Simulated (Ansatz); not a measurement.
Find the missing element

Cell vectors (Å):

```
0.0000 1.9305 1.9305
1.9305 0.0000 1.9305
1.9305 1.9305 0.0000
```

| atom | a | b | c |
| --- | --- | --- | --- |
| X | 0.0000 | 0.0000 | 0.0000 |

Method: LDA, all-electron LAPW in Ansatz 0.2.0, scalar-relativistic. k mesh 18×18×18, fine mesh 24×24×24, Fermi-Dirac smearing of 0.080 eV, lines of 0.2 eV, Drude damping 0.1 eV.

Independent-particle optical response of a crystal from Kohn-Sham bands on the fine mesh with a Drude term, no local fields or excitons; Cartesian axes as in the cell vectors.

```
Fine mesh              : 24, 24, 24
Line width             : 0.2 eV
Drude damping          : 0.1 eV
Further gaussian width : 0.3 eV
```

```
photon energy (eV)  dielectric imag xx
               1.2               25.64
               2.4               28.36
               3.6                16.1
               4.8               21.97
                 6                  10
               7.2                4.65
               8.4                3.01
               9.6                3.05
              10.8                5.69
                12                3.78
              13.2                2.64
              14.4                2.69
              15.6                4.07
              16.8                4.76
                18                3.05
              19.2                2.18
              20.4                1.47
              21.6                0.92
              22.8                0.75
                24                0.55
              25.2                0.46
              26.4                0.52
              27.6                0.46
              28.8                0.47
                30                0.37
```

Question: All X atoms are one element. Which one was computed?

Answer: Re; the crystal is Re (Fm-3m, a database entry that needn't be its stable phase).

Known limits: these sums move with the mesh, by several per cent and more for small sheets; spectra summed at the mesh points alone; no spin-orbit coupling on heavy atoms.
